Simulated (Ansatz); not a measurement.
NaCl: what the electron mass says about interband coupling

All numbers below come from DFT r2SCAN, scalar-relativistic, plane waves, PAW (Ansatz 0.2.0).

Plane waves to 500 eV, a k mesh through Γ of 8×8×8 on the computed 2-atom cell and Gaussian smearing (0.02 eV); no spin polarisation.

Relaxed cell: Fm-3m, a = 5.608 Å, b = 5.608 Å, c = 5.608 Å, α = 90.00°, β = 90.00°, γ = 90.00°, 2 atoms in the primitive cell.

The direct gap at Γ is 5.970 eV, and at Γ the conduction band has a mass of 0.4031 mₑ and the lightest hole 0.6545 mₑ, both along x.

Q: Use two-band k·p theory to get the Kane energy. As an exercise, what mass follows if the true gap is 1.5 times the computed one (semilocal functionals can miss by more, threefold or worse in zinc and cadmium oxides)?

A: Coupling to the valence top alone gives mₑ/m* = 1 + E_P/E_g, so E_P = E_g (mₑ/m* − 1) = 5.970 × (2.48 − 1) = 8.8 eV. The light hole is the mirror band, mₑ/mₗₕ = E_P/E_g − 1, and gives 15.1 eV; the spread shows what other bands add. Fits to experiment give about 15 to 31 eV for common tetrahedral semiconductors; the figure from the electron is a net one, lowered by higher conduction bands, and semilocal functionals tend to give less. With E_P fixed and E_g = 8.95 eV the mass becomes 0.503 mₑ: in this model the mass grows with the gap, in proportion where E_P ≫ E_g, which is why functionals that close gaps give light electrons. A correction that opens the gap also strengthens the coupling, so the true mass usually rises less. Remote bands and spin-orbit splitting are left out of the model.

Cost: 3 runs of about 0.3 core-minutes in all, on Arm Neoverse V2 (shared hosts).